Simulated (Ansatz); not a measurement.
Cu Kα1 powder pattern (kinematic, no thermal factors).
| 2θ (°) | relative intensity |
| --- | --- |
| 14.32 | 2 |
| 16.02 | 4 |
| 20.30 | 1 |
| 24.93 | 43 |
| 25.96 | 2 |
| 28.86 | 100 |
| 28.86 | 50 |
| 33.18 | 2 |
| 39.21 | 2 |
| 41.27 | 38 |
| 41.27 | 77 |
| 48.82 | 15 |
| 48.83 | 8 |
| 51.15 | 41 |
| 59.79 | 13 |
| 59.80 | 6 |
| 65.80 | 3 |
| 65.80 | 7 |
| 67.73 | 18 |
| 67.73 | 18 |
| 67.74 | 18 |
| 75.25 | 27 |
| 75.25 | 13 |
| 80.70 | 4 |
| 80.71 | 2 |
| 80.71 | 2 |
| 89.64 | 5 |
| 89.64 | 9 |

The pattern is computed from a structure relaxed with DFT PBE, scalar-relativistic, plane waves, PAW in Ansatz 0.2.0. No spin polarisation. Its elements are Pb, Se, Sn.

Q: Give the structure.

A: SnPb3Se4.
Space group I4/mmm (No. 139). a = 6.182 Å, b = 6.182 Å, c = 12.363 Å, α = 90.00°, β = 90.00°, γ = 90.00°
| atom | site | symmetry | x | y | z |
| --- | --- | --- | --- | --- | --- |
| Sn | 2a | 4/mmm | 0.0000 | 0.0000 | 0.0000 |
| Pb | 4d | -4m2 | 0.0000 | 0.5000 | 0.2500 |
| Pb | 2b | 4/mmm | 0.5000 | 0.5000 | 0.0000 |
| Se | 4c | mmm. | 0.0000 | 0.5000 | 0.0000 |
| Se | 4e | 4mm | 0.0000 | 0.0000 | 0.2461 |

A pattern alone doesn't exclude other cells with like lines; this is the one computed.

It was reached by relaxing an invented guess, and it needn't be the stable form of this composition.
